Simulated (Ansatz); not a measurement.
## Structure relaxation, SiRu

The start is a generated trial cell of SiRu in the AFLOW prototype AB_tP2_123_a_d (L1_0, as in CuAu). The cell and all atomic positions are relaxed at zero pressure with r2SCAN (plane waves to 500 eV, PAW, scalar-relativistic; Ansatz, an electronic-structure program).

Ansatz input (later rounds restart from its end on a renewed k-mesh):
Ansatz 0.2 input:
```yaml
crystal:
  lattice:
    - [2.8653125, 0, 0]
    - [0, 2.8653125, 0]
    - [0, 0, 3.755606]
  atoms:
    - { symbol: Si, position: [0.5, 0.5, 0.5] }
    - { symbol: Ru, position: [0, 0, 0] }
basis: { ecutwfc: 500, ecutrho_ratio: 4, xc_grid: 4, fft_grid_basis: typed }
kpoints: { mp_grid: { grid: [11, 11, 9] } }
hamiltonian:
  xc: r2scan
  dispersion: none
  pseudopotentials: { kind: paw }
scf: { occupations: { method: fermi_dirac, width: 0.05 } }
relax: { f_tol: 0.01, max_steps: 100, cell: { stress_tol: 0.02 } }
output: { forces: true, stress: true }
```

Q: How does the volume per atom move from start to end?

A: -19.8 %, from 15.42 to 12.36 Å³/atom.

Q: How do the shortest distances between atoms change?

A: The closest pairs of elements (up to four, under 3.6 Å), start → end: Ru–Si 2.76 → 2.52 Å; Si–Si 2.87 → 2.91 Å; Ru–Ru 2.87 → 2.91 Å.

Q: Write out the relaxed structure.

A: 
```cif
data_RuSi
_chemical_formula_sum 'Si1 Ru1'
_space_group_name_H-M_alt 'Pm-3m'
_space_group_IT_number 221
_space_group_name_Hall '-P 4 2 3'
_cell_length_a 2.91305
_cell_length_b 2.91305
_cell_length_c 2.91305
_cell_angle_alpha 90.000
_cell_angle_beta 90.000
_cell_angle_gamma 90.000
loop_
_atom_site_label
_atom_site_type_symbol
_atom_site_symmetry_multiplicity
_atom_site_Wyckoff_symbol
_atom_site_fract_x
_atom_site_fract_y
_atom_site_fract_z
_atom_site_occupancy
Si1 Si 1 b 0.50000 0.50000 0.50000 1
Ru1 Ru 1 a 0.00000 0.00000 0.00000 1
```

Final values are on a 16×16×16 k-mesh of the relaxed cell. No spin polarisation in the result.

The run could not lose the symmetry of its start; a randomly shaken copy of 4 atoms returns to this structure.

All atoms sit on sites fixed by symmetry, so only the cell could relax.

The first start was generated by placing the elements on the sites of a structure type. Materials Project lists a structure of SiRu in the same space group, Pm-3m (No. 221); the sites were not compared with it, nor with measured phases.
